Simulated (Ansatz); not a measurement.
BaSi₂ (fluorite, space group No. 225) at seven volumes, plane-wave PAW HSE06 (Ansatz code), scaled uniformly. One row is withheld.

| V (Å³/atom) | P (GPa) |
|---|---|
| 28.767 | ? |
| 29.716 | 2.17 |
| 30.664 | 1.01 |
| 31.612 | 0.01 |
| 32.561 | -0.85 |
| 33.509 | -1.58 |
| 34.458 | -2.22 |

Task: Fit the shown pressures and predict the withheld one.

Result: Third-order Birch–Murnaghan: P = (3/2)B₀(x^(7/2) − x^(5/2))[1 + (3/4)(B′ − 4)(x − 1)] with x = (V₀/V)^(2/3). Least squares on the six rows gives V₀ = 31.623 Å³/atom, B₀ = 30.75 GPa, B′ = 4.06. At V = 28.767, x = 1.0651 and P = 3.53 GPa. The run itself gave 3.52 GPa.

Space group Fm-3m (fluorite). A made-up cell: these elements were put on the sites of a structure type; neither database checked (COD, Materials Project) lists it. COD files the formula under space group No. 62, 191. Its standing as an ambient phase is unchecked. Symmetry was held in the HSE06 relaxation; whether a distortion lowers the energy is not shown. The hybrid run found no gap, on a coarse k-mesh. Scalar-relativistic: spin–orbit coupling is off unless named, which matters more the heavier the elements.

Potentials: the later of the program's two PAW sets.
